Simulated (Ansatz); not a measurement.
RuC:
```xyz
2
Lattice="2.8947 0.0000 0.0000 -1.4473 2.5068 0.0000 0.0000 0.0000 2.6556" Properties=species:S:1:pos:R:3 pbc="T T T"
Ru     0.0000     0.0000     0.0000
C      1.4473     0.8356     1.3278
```

Relaxed with PBEsol. Special points in fractions of this cell's reciprocal vectors: Γ (0.000, 0.000, 0.000); M (0.500, 0.000, 0.000); K (0.333, 0.333, 0.000); A (0.000, 0.000, 0.500); L (0.500, 0.000, 0.500); H (0.333, 0.333, 0.500).

List the band energies nearest the Fermi level at these points for PBEsol with spin–orbit coupling (plane waves, PAW; program Ansatz).

In eV from the Fermi level; about four levels below and three above (degenerate sets whole), none deeper than 8.9 eV; points with the same levels are listed once.

```
k                    below                above
-  -----------------------  -------------------
Γ  -0.95 -0.95 -0.48 -0.48  3.36 3.36 3.43 3.43
M  -2.59 -2.59 -1.48 -1.48  0.21 0.21 0.61 0.61
K  -1.78 -1.38 -1.36 -0.10       0.16 5.38 5.48
A  -3.49 -3.49 -3.23 -3.23  0.88 0.88 2.13 2.13
L  -1.44 -1.44 -0.34 -0.34  0.51 0.51 3.29 3.29
H  -3.21 -3.18 -3.07 -2.87       0.06 0.07 2.08
```

Space group P-6m2. The cell is a constructed one: a structure type filled with these elements; neither database checked (COD, Materials Project) lists it. Whether it is the stable phase at ambient conditions was not checked. Symmetry was held in the PBEsol relaxation; its stability against distortions is not shown here. The run is not spin-polarised.

Potentials: the earlier of the program's two PAW sets. The files were generated under PBE; for other functionals the program regenerates the frozen cores, and for LDA and PBEsol the local potential too.
